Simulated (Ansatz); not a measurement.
# Random displacements in Pt

Computed with Ansatz 0.2.0, DFT PBEsol, scalar-relativistic, plane waves, PAW. The runs took a 420 eV cutoff, a Γ-centred 10×10×10 mesh and Gaussian smearing (0.15 eV). Spin–orbit coupling is left out, which can shift energies with elements as heavy as these. No spin polarisation. Energies are free energies at this smearing, counted from the undisturbed cell; pressure is positive in compression.

Reference structure (as given, not relaxed at this level):

```
Pt
1.0
     3.91580    0.00000    3.91580
     3.91580    3.91580    0.00000
     0.00000    3.91580    3.91580
Pt
8
Direct
  0.00000 0.00000 0.00000
  0.00000 0.50000 0.00000
  0.50000 0.00000 0.00000
  0.50000 0.50000 0.00000
  0.00000 0.00000 0.50000
  0.00000 0.50000 0.50000
  0.50000 0.00000 0.50000
  0.50000 0.50000 0.50000
```

The atoms are displaced (Å, in the unstrained cell):

```csv
atom,ux,uy,uz
Pt1,-0.073,-0.418,-0.205
Pt2,0.096,0.044,0.001
Pt3,-0.434,0.083,-0.013
Pt4,0.341,0.157,0.450
Pt5,-0.528,-0.146,-0.072
Pt6,0.462,0.108,0.096
Pt7,-0.080,0.126,-0.003
Pt8,0.216,0.046,-0.253
```

The cell is not strained.

**Question.** What are the energy change, the stress and the forces?

**Answer.** ΔE = 1836.5 meV/atom; stress (xx, yy, zz, yz, xz, xy; compression positive) (70.10, 90.48, 57.44, 0.04, -1.77, 28.43) GPa.
| atom | Fx (eV/Å) | Fy | Fz |
| --- | --- | --- | --- |
| Pt1 | 1.30 | 5.79 | -0.50 |
| Pt2 | 0.17 | -2.74 | 8.13 |
| Pt3 | 10.83 | 5.73 | -9.62 |
| Pt4 | -7.46 | -11.95 | -6.66 |
| Pt5 | 14.20 | 20.40 | -4.42 |
| Pt6 | -16.08 | -20.06 | -1.89 |
| Pt7 | 1.00 | -1.42 | -2.08 |
| Pt8 | -3.97 | 4.27 | 17.04 |

Cost: 1 run of about 9.5 core-minutes, on Arm Neoverse V2 (shared hosts).